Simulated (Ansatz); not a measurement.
Theory: Ansatz, DFT PBE, scalar-relativistic, plane waves, PAW. Cutoff 420 eV, Γ-centred meshes of about 0.25 Å⁻¹ or finer for metals and 0.3 Å⁻¹ for insulators (2π included), Gaussian smearing. No spin polarisation.

Temperature and zero-point effects are left out.

Compare these two cells of Rb3NaO2, each relaxed at this level.

A.

```
Rb Na O
1.0
     4.68970    0.00000    0.00000
     0.00000    4.68970    0.00000
     0.00000    0.00000    6.62281
Rb Na O
3 1 2
Direct
  0.50000 0.50000 0.00000
  0.00000 0.00000 0.00000
  0.50000 0.50000 0.50000
  0.00000 0.00000 0.50000
  0.00000 0.50000 0.26348
  0.50000 0.00000 0.73652
```

B.

```
Rb Na O
1.0
    -2.95522    2.95522    4.92253
     2.95522   -2.95522    4.92253
     2.95522    2.95522   -4.92253
Rb Na O
3 1 2
Direct
  0.50000 0.50000 0.00000
  0.75000 0.25000 0.50000
  0.25000 0.75000 0.50000
  0.00000 0.00000 0.00000
  0.22035 0.22035 0.00000
  0.77965 0.77965 0.00000
```

**Question.** Which form is favoured at zero pressure, and by what margin per atom?

**Answer.** A is lower, by 43 meV/atom. A has space group P-4m2 (No. 115), 24.3 Å³/atom and a gap of 1.14 eV on its mesh; B has space group I4/mmm (No. 139), 28.7 Å³/atom and no gap. Counting O atoms around Na and Rb (those within 1.25 times the shortest such distance or 1.15 times the sum of covalent radii; the shortest distance is added where it is long for a bond; a slash parts the counts of unlike sites), A has Rb 4, Na 4 from 2.8 Å and B has Rb 2/4, Na 2. The denser one is the lower, and pressure would at first widen the difference. In A, around Rb on its first site lie 4 O at 2.92 Å, 6 Rb at 3.31–3.32 Å, 8 Na at 4.69 Å and 4 Rb at 4.69 Å; Na has 4 O at 2.82 Å and 6 Rb at 3.31–3.32 Å; O has 2 Na at 2.82 Å and 6 Rb at 2.82–2.92 Å; 2 more sites not described. In B, Rb on a site of symmetry 4/mmm is surrounded by 2 O at 2.75 Å, 8 Rb at 3.85 Å and 4 Na at 4.18 Å; Na is surrounded by 2 O at 2.17 Å, 8 Rb at 3.85 Å and 4 Rb at 4.18 Å; O has 1 Na at 2.17 Å, 1 Rb at 2.75 Å and 4 Rb at 2.97 Å; 1 more site not described. Both come from trial cells of a structure search, whose lowest cell (Pm, 26.8 Å³/atom) lies 54 meV/atom below the lower of the two.

Kohn–Sham gaps at this level usually fall short of measured ones. Trial moments fell under 0.15 μB along the way in I4/mmm; another start might hold them. With atoms moved at random, A (by 55 meV/atom) fell into a lower structure. B had no clear such test and can be a saddle point. Some types were kept out of the candidates beforehand, so the set may lack a known form.
